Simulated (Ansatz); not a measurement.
Ansatz (a first-principles code) input:

Ansatz 0.2 input:
```yaml
crystal:
  lattice:
    - [3.7535275946, 0.0, 0.0]
    - [0.0, 3.7535275946, 0.0]
    - [0.0, 0.0, 5.3126461892]
  atoms:
    - { symbol: Mg, position: [0.5, 0.5, 0.5] }
    - { symbol: Cd, position: [0.0, 0.0, 0.0] }
    - { symbol: S, position: [0.0, 0.0, 0.5] }
    - { symbol: S, position: [0.5, 0.5, 0.0] }
kpoints:
  mp_grid: { grid: [11, 11, 8] }
hamiltonian:
  xc: pbesol
  pseudopotentials: { kind: paw }
scf:
  occupations: { method: fermi_dirac, width: 0.1 }
phonons:
  method: dfpt
  response_accuracy: low
  eigenvectors: true
  rigid_motions: translations
```

Output (shortened):

```
Pseudopotential: Mg, paw, valence charge 10
Pseudopotential: Cd, paw, valence charge 20
Pseudopotential: S, paw, valence charge 6
Functional definition: PBEsol
Crystal: 4 atoms, lattice volume = 74.850 Å³
Basis set: ecut = 420 eV, 1465 PW (Γ), exchange–correlation on 54×54×72 points (8 copies of the dense FFT grid, shifted against one another)
Bands: 26, of which v1, the nominal top of the filled ones, is band 21 counted from 1 (20 counted from 0)
Symmetry: 16 space group operations
k-points: 180 of 968 (irreducible under 8 space group operations)
SCF iter   1: F=—  HF=-11869.897256 eV  |F-HF|=—  |Δ(HF+E_count)|=         —  Δρ=5.17e-3  dr2=2.50e-2  ethr=1.77e-3  ⟨swp⟩=5.3  Hψ=18828  notcnv=0
preconditioner: auto → Resta (q_TF=auto, 2.478 Å⁻¹)
SCF iter   2: F=—  HF=-11869.891312 eV  |F-HF|=—  |Δ(HF+E_count)|=   5.94e-3  Δρ=2.06e-3  dr2=4.73e-3  ethr=5.96e-5  ⟨swp⟩=2.8  Hψ=8530  notcnv=0
preconditioner: auto → Kerker (q_TF=auto, 2.478 Å⁻¹)
SCF iter   3: F=—  HF=-11869.890150 eV  |F-HF|=—  |Δ(HF+E_count)|=   1.16e-3  Δρ=5.61e-4  dr2=3.17e-4  ethr=1.13e-5  ⟨swp⟩=2.0  Hψ=6369  notcnv=0  defer=2
SCF iter   4: F=—  HF=-11869.890137 eV  |F-HF|=—  |Δ(HF+E_count)|=   1.30e-5  Δρ=2.04e-4  dr2=5.08e-5  ethr=7.55e-7  ⟨swp⟩=2.3  Hψ=6961  notcnv=0  defer=2
SCF iter   5: F=—  HF=-11869.890136 eV  |F-HF|=—  |Δ(HF+E_count)|=   5.78e-7  Δρ=5.30e-5  dr2=6.72e-6  ethr=1.21e-7  ⟨swp⟩=2.0  Hψ=5370  notcnv=0  defer=4
SCF iter   6: F=—  HF=-11869.890126 eV  |F-HF|=—  |Δ(HF+E_count)|=   9.96e-6  Δρ=1.87e-5  dr2=8.77e-7  ethr=1.60e-8  ⟨swp⟩=2.0  Hψ=5660  notcnv=0  defer=4
SCF iter   7: F=—  HF=-11869.890126 eV  |F-HF|=—  |Δ(HF+E_count)|=   2.51e-7  Δρ=7.39e-6  dr2=5.96e-8  ethr=2.09e-9  ⟨swp⟩=2.0  Hψ=5823  notcnv=0  defer=4
SCF iter   8: F=—  HF=-11869.890126 eV  |F-HF|=—  |Δ(HF+E_count)|=   2.05e-9  Δρ=2.70e-6  dr2=6.19e-9  ethr=1.42e-10  ⟨swp⟩=2.0  Hψ=8142  notcnv=0  defer=4
SCF iter  11: F=-11869.890126 eV  HF=-11869.890126 eV  |F-HF|=5.46e-12  |Δ(HF+E_count)|=  3.64e-12  Δρ=4.20e-8  dr2=1.54e-12  ethr=1.00e-12  ⟨swp⟩=7.6  Hψ=21616  notcnv=0
SCF 1 converged in 11 iterations: F = -11869.890126 eV  dr2 = 1.54e-12
DFPT response loops at Γ: preconditioner auto → Kerker (q_TF=auto, 2.478 Å⁻¹) (partly filled bands, converged f_vac=0.000) …
SCF converged after 11 iterations
Free energy (F): -11869.890126 eV
Harris-Foulkes:  -11869.890126 eV  (|F-HF|=5.46e-12)
Internal energy: -11869.886990 eV  (E = F + TS)
E sigma→0 (E₀):  -11869.888558 eV
Entropy (-TS):   -0.003136 eV (-0.784 meV/atom)
Fermi energy:    9.031431 eV
--- Per-component energies (eV) ---
  E_band       = -772.866210
  E_kinetic    = 796.675337
  E_local      = -5383.616702  (includes V_loc(G=0)·N_el)
  E_nonlocal   = 190.616834
  E_hartree    = 2318.556263
  E_xc         = -397.912223
  E_vxc        = -435.047745  (∫ρ·V_xc dr)
  E_paw        = -5464.788567  (= ΣΔE_a)
  E_vpaw       = -578.606426  (= ΣTr[D̂ρ^β])
  E_aug_tail   = 0.000011  (compensation charges beyond the density's cutoff)
  E_ewald      = -3929.942664
  E_core_change = 0.524721  (= ΣΔE_core)
  E_smearing   = -0.003136  (= −TS)
  E_closure    = 0.000000  (closes the sum)
  Σ components = -11869.890126   (vs F -11869.890126, Δ=0.00e0)
  [band-id]    e_kinetic+e_local+e_nonlocal+2·e_hartree+e_vxc+e_vpaw+e_augmentation_tail = -772.866165   (vs E_band -772.866210, Δ=4.53e-5)
--- Band table (eV; the first three rows and the last of 180) ---
  k-point 0: bands = ["-92.8770", "-66.3730", "-53.9854", "-53.9839", "-53.9839", "-33.3147", "-33.3132", "-33.3132", "-4.5235", "-3.2576", "0.7993", "0.9789", "1.0876", "1.0876", "1.5713", "3.9610", "6.3336", "6.3336", "7.9232", "7.9256", "7.9256", "9.3444", …
  k-point 1: bands = ["-92.8770", "-66.3730", "-53.9854", "-53.9839", "-53.9839", "-33.3147", "-33.3132", "-33.3132", "-4.4750", "-3.2926", "0.7997", "0.9790", "1.0832", "1.0832", "1.3965", "4.1747", "6.3875", "6.3875", "7.5852", "7.8645", "7.8645", "9.6459", …
  k-point 2: bands = ["-92.8770", "-66.3730", "-53.9854", "-53.9839", "-53.9839", "-33.3147", "-33.3132", "-33.3132", "-4.3381", "-3.3978", "0.8004", "0.9792", "1.0557", "1.0728", "1.0728", "4.6405", "6.5396", "6.5396", "6.9628", "7.6953", "7.6953", …
  k-point 179: bands = ["-92.8769", "-66.3729", "-53.9852", "-53.9851", "-53.9851", "-33.3154", "-33.3154", "-33.3144", "-3.3837", "-2.8353", "0.7065", "0.8978", "0.9031", "1.2559", "1.8429", "4.5593", "4.8056", "5.1393", "5.3168", "5.9053", "6.0003", …
--- Phonons (Γ-DFPT): 8 representative perturbations + reference, on 180 of 968 k-points (Σ response iterations 22) ---
  ASR residual: 1.339e-4 → 0.000e0 eV/Å²; symmetrization residual: 8.658e-5 eV/Å²
  ASR residual per site (eV/Å²): 1.35e-5 6.88e-5 1.34e-4 9.63e-5
  Γ frequencies (cm⁻¹): 0.00 0.00 0.00 77.19 77.19 111.99 186.56 186.56 188.23 225.46 225.46 272.73
  non-analytic LO–TO correction: not included (Born effective charges unavailable; polar crystals: no LO–TO splitting at Γ)
```

Cost: very roughly 2.1 core-minutes on shared cores.

Space group P4/mmm. The workflow started from a Materials Project entry (that database holds measured and hypothetical structures alike); the Crystallography Open Database copy checked does not list it. With Mg and Cd taken as one species the cell has the higher symmetry Fm-3m, so it may be an ordered model of a mixed-site phase. Whether it is the stable phase at ambient conditions was not checked. The cell was relaxed with PBEsol under the symmetry of its start; of distortions, only those at the zone centre were tested. As this level gives no gap, phonon frequencies hold no LO–TO term and depend on the k-mesh and smearing (Fermi–Dirac, 0.1 eV here). Scalar-relativistic: spin–orbit coupling is off unless named, which matters more the heavier the elements.

Potentials: the later of the program's two PAW sets.

Ansatz is a plane-wave DFT program.
